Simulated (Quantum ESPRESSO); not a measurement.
## Moving one atom in AuLi4Mo2Ti

Calculated results; nothing here was measured. They come from Quantum ESPRESSO 7.5, a public plane-wave density functional program. Each row is one single-point run on a made-up periodic cell of eight metal atoms, with elements, volume, strain and displacements drawn at random and not relaxed, so a cell may be unstable or far from any real phase. There is no spin polarisation or spin-orbit coupling.

Settings: PBE unless stated; PseudoDojo standard norm-conserving files; Fermi-Dirac width 0.25 eV, which means electrons at about 2900 K; cutoff 1143 eV; 6 x 4 x 4 k mesh shifted half a step off Gamma. E is the free energy of the whole cell (internal energy minus TS), so a -TS column is already part of it. Stress is positive in tension, and the pressure P is minus a third of its trace.

Checks: one run of this series was repeated at a higher cutoff and on a denser mesh, which moved values by no more than 0.002 eV, 0.02 GPa and 0.006 eV/Å, and a second program with other atomic files agreed on it to 2 % rms in force and 0.5 GPa in pressure. Known limits: heavy elements are run without spin-orbit coupling, which real alloys of them have; a spin test at this wide smearing found no moment, but such smearing suppresses magnetism that the real alloy may have.

The lattice is face-centred cubic, and the cell vectors in Å are (0.000, 4.185, 0.000); (-4.185, 0.000, -4.185); (-4.185, 0.000, 4.185), a volume of 146.55 Å³. The elements on sites 1 to 8 are Mo Li Li Li Au Ti Li Mo. The runs move the Li atom on site 3 by u along z from its drawn, already displaced place and keep all else fixed. Forces are on that atom, and E is counted from run 2.

```
run,u (Å),Fx (eV/Å),Fy (eV/Å),Fz (eV/Å),P (GPa),E (meV)
1,-0.0799,0.127,-0.032,0.198,-9.13,8.6
2,-0.0047,0.105,-0.039,0.033,-9.20,0.0
3,0.0150,0.100,-0.041,-0.010,-9.21,-0.2
4,0.0421,0.093,-0.043,-0.068,-9.23,0.8
5,0.0707,?,?,?,?,?
6,0.0826,0.085,-0.046,-0.155,-9.25,5.4
7,0.0944,0.082,-0.047,-0.180,-9.24,7.3
```

## Worked fit

A parabola through the runs shown gives Fz = 0.023 - 2.17 u + 0.3 u² eV/Å, with an error of 0.00 on the linear term and a scatter of 0.000 eV/Å. Minus its integral from run 1 to run 7 is -1 meV, and the table's energies differ by -1 meV.

## Withheld run

Question: what Fz should run 5 give?

The fit gives -0.129 ± 0.001 eV/Å. The calculation gave -0.129 eV/Å.
